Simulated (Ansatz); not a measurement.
An element in the fcc structure gives these cold pressures by all-electron LAPW under PBEsol (Ansatz 0.2.0, scalar-relativistic, no spin polarisation).

| V (Å³/atom) | P (GPa) |
| --- | --- |
| 14.60 | 0.08 |
| 13.43 | 38.8 |
| 12.27 | 98.8 |
| 11.10 | 190.9 |
| 9.93 | 337.1 |
| 8.76 | 573.5 |
| 7.59 | 970.8 |
| 6.57 | 1587 |

Task: Which element is it?

Result: Re. Its zero-pressure volume in this structure is near 14.6 Å³/atom; the volume and the steepness of P(V) together point to it, though neighbours can come close. This is the case that was computed; others weren't tested.
